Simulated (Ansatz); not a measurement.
InP (zinc blende)

```xyz
2
Lattice="0.0000 2.9394 2.9394 2.9394 0.0000 2.9394 2.9394 2.9394 0.0000" Properties=species:S:1:pos:R:3 pbc="T T T"
P      4.4091     4.4091     4.4091
In     0.0000     0.0000     0.0000
```

The slice is a {110} plane (indices of the conventional cell) through the point (0.000, 0.000, 0.000) (fractional), spanned by u = [100] and v = [1 -1 -1] in vectors of this cell: u (4.16 Å) and v (5.88 Å, at 90° to u). It covers one period; positions are fractions (u, v).

Level of theory: PBEsol (plane waves to 420 eV, PAW, scalar-relativistic; Ansatz, a first-principles code). k mesh 10×10×10. Inside the PAW spheres the values are not all-electron values, and peaks at nuclei hang on which shells count as valence. InP was relaxed with its symmetry unable to fall. The PAW data are Ansatz's earlier set.

Q: The ELF has a maximum in the middle third of the P–In line. Where, and how high?

A: 0.89, 1.0 Å from P.

Q: What is the ELF at the density minimum of the shortest P–In line in this plane (2.55 Å)?

A: 0.43.

Q: What is the valence density on the shortest P–In line in this plane (2.55 Å), at its minimum between the atoms?

A: 0.45 e/Å³.

Q: Predict the map of the electron localisation function (ELF) on the slice.

A: 
```
|xxxx  ::::::::::::::::::::::::  xx|
|xx  ::--::::::........::::::--::  |
|::::::::::::..        ..::::::::::|
|::::::::::..            ..::::::::|
|::::::::....            ....::::::|
|::::......                ......::|
|......                        ....|
|                                  |
|                                  |
|                ....              |
|            ..::::::::..          |
|        ..::--==++++==--::..      |
|      ..::==**########**==::..    |
|      ::==**##%%%%%%%%##**==::    |
|    ..--++##%%%%%%%%%%%%##++--..  |
|  ..::++##%%##**====**##%%##++::..|
|....--**%%%%**xxxxxxxx**%%%%**--..|
|::::==##%%@@##xxxxxxxx##@@%%##==::|
|::::--**@@@@@@xxxxxxxx@@@@@@**--::|
|::::::==##@@@@%%====%%@@@@##==::::|
|::::::::++%%@@@@%%%%@@@@%%++::::::|
|xx  ..::::**%%@@%%%%@@%%**::::..  |
|xxxx  ::::--**########**--::::  xx|
|xxxxxx::::::==++++++++==::::::xxxx|
```
Scale: ten equal steps from 0.01 (start of ' ') to 0.89 (end of '@'), in the order ' .:-=+*#%@'. Values: electron localisation function (ELF). The map has 17 points along u (two characters each, u = 0 at the left) and 24 along v (v = 0 in the bottom row). Points within 0.5 Å of a nucleus are blanked (x), as the pseudised field means little there.
